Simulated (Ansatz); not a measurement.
The start is a randomly generated symmetric cell of Si2Mo (space group No. 107). Cell shape, volume and atoms are optimised at zero target pressure with PBEsol (plane waves to 420 eV, PAW, scalar-relativistic; Ansatz, a quantum-chemistry and plane-wave program). The first steps use a coarse 8×8×8 k-mesh.

Input geometry:
```yaml
crystal:
  lattice:
    - [-2.01678, 2.01678, 5.55036]
    - [2.01678, -2.01678, 5.55036]
    - [2.01678, 2.01678, -5.55036]
  atoms:
    - { symbol: Mo, position: [0.09432, 0.59432, 0.50000] }
    - { symbol: Mo, position: [0.59432, 0.09432, 0.50000] }
    - { symbol: Si, position: [0.48794, 0.48794, 0.00000] }
    - { symbol: Si, position: [0.38303, 0.88303, 0.50000] }
    - { symbol: Si, position: [0.88303, 0.38303, 0.50000] }
    - { symbol: Si, position: [0.77838, 0.77838, 0.00000] }
```

Question: How large is the pressure on the unrelaxed cell, and of which sign?

Answer: +18 GPa (positive: the cell is compressed).

Question: Which atoms feel the largest initial force, and how large is it?

Answer: About 4.2 eV/Å, on Mo1, Mo2 (atoms numbered as listed).

Question: What symmetry does the relaxed structure have?

Answer: The space group goes from I4mm (No. 107) to I4/mmm (No. 139), with 6 atoms in the primitive cell.

Question: By how much does the energy per atom fall from start to end?

Answer: 0.32 eV/atom.

Question: How does the volume change?

Answer: +4.1 %, from 15.05 to 15.67 Å³/atom.

Question: How do the shortest distances between atoms change?

Answer: The closest pairs of elements (up to four, under 3.6 Å), start → end: Si–Si 2.33 → 2.45 Å; Mo–Si 2.34 → 2.53 Å; Mo–Mo 2.85 → 2.99 Å.

Question: Is the relaxed structure metallic? Give its gap.

Answer: Zero (metallic).

Final values are on a 15×15×15 k-mesh of the relaxed cell. No spin polarisation in the result.

The run could not lose the symmetry of its start.

The first start was generated by a random draw of sites in a space group. A measured structure of Si2Mo has the same space group, I4/mmm (No. 139); the sites were not compared with it.
